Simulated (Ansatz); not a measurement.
Relaxed-ion elastic tensor of Cd (hcp (Mg type), P6_3/mmc) in GPa (Voigt order), plane-wave PAW PBEsol (Ansatz code); density 8.94 g/cm³, 20.87 Å³ per atom.

```
 107  50.9  45.6   0.0   0.0   0.0
50.9   107  45.6   0.0   0.0   0.0
45.6  45.6  57.9   0.0   0.0   0.0
 0.0   0.0   0.0  14.8   0.0   0.0
 0.0   0.0   0.0   0.0  14.8   0.0
 0.0   0.0   0.0   0.0   0.0  28.2
```

Q: Is the crystal mechanically stable?

A: Yes: the smallest eigenvalue of C is 14.8 GPa.

Q: Work out the Voigt, Reuss and Hill averages.

A: K_V = 61.9, K_R = 54.6, K_H = 58.2; G_V = 20.3, G_R = 17.8, G_H = 19.1 GPa.

Q: Give Young's modulus, Poisson's ratio, Pugh's ratio and the universal anisotropy index.

A: E = 9KG/(3K + G) = 51.5 GPa; ν = 0.35; K/G = 3.06 (ductile by the Pugh limit of 1.75); A_U = 5G_V/G_R + K_V/K_R − 6 = 0.81.

Q: Estimate the sound speeds and the Debye temperature.

A: v_l = √((K + 4G/3)/ρ) = 3060 m/s, v_t = √(G/ρ) = 1460 m/s, mean 1640 m/s; Θ = (h/k)(3n/4πV)^(1/3) v_m = 177 K.

Q: Solve the Christoffel equation for the three sound speeds along x, y, z.

A: Eigenvalues of C_ijkl n_j n_l equal ρv². In km/s, slowest first: x 1.29, 1.78, 3.46; y 1.29, 1.78, 3.46; z 1.29, 1.29, 2.54.

Q: How much does each axis shrink under pressure?

A: Linear compressibilities β_i = Σ_j S_ij (j = 1 to 3): x 2.5, y 2.5, z 13 per TPa.

The PBEsol relaxation kept the symmetry of its start. As this level gives no gap, shear constants depend on the k-mesh and smearing (Fermi–Dirac, 0.1 eV here). On the denser mesh and wider smearing of the elastic run this cell carries a stress of 0.4 GPa.

Potentials: the later of the program's two PAW sets.
